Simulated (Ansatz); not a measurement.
TeW:
```yaml
crystal:
  lattice:
    - [3.33902, 0.00000, 0.00000]
    - [0.00000, 3.33902, 0.00000]
    - [0.00000, 0.00000, 3.33902]
  atoms:
    - { symbol: W, position: [0.00000, 0.00000, 0.00000] }
    - { symbol: Te, position: [0.50000, 0.50000, 0.50000] }
```

Relaxed with PBE. Special points in fractions of this cell's reciprocal vectors: Γ (0.000, 0.000, 0.000); X (0.000, 0.500, 0.000); M (0.500, 0.500, 0.000); R (0.500, 0.500, 0.500).

Task: List the band energies nearest the Fermi level at these points for PBE (plane waves, PAW; program Ansatz).

Result: In eV from the Fermi level; about four levels below and three above (degenerate sets whole), none deeper than 8.9 eV; points with the same levels are listed once.

```json
[
 {"k": "Γ", "below": "-3.34 -3.34 -1.29 -1.29 -1.29", "above": "0.66 0.66 0.66"},
 {"k": "X", "below": "-3.25 -3.25 -2.59", "above": "0.81 2.02 4.66"},
 {"k": "M", "below": "-6.11 -6.11 -3.82 -0.89 -0.89", "above": "0.92 1.18 2.31"},
 {"k": "R", "below": "-7.05 -7.05 -7.05", "above": "1.49 1.49 1.49"}
]
```

Space group Pm-3m (CsCl type). A made-up cell: these elements were put on the sites of a structure type; neither database checked (COD, Materials Project) lists it. Its standing as an ambient phase is unchecked. The cell was relaxed with PBE under the symmetry of its start; whether a distortion lowers the energy is not shown. The run is not spin-polarised. Scalar-relativistic: spin–orbit coupling is off unless named, which matters more the heavier the elements.

Potentials: the earlier of the program's two PAW sets.
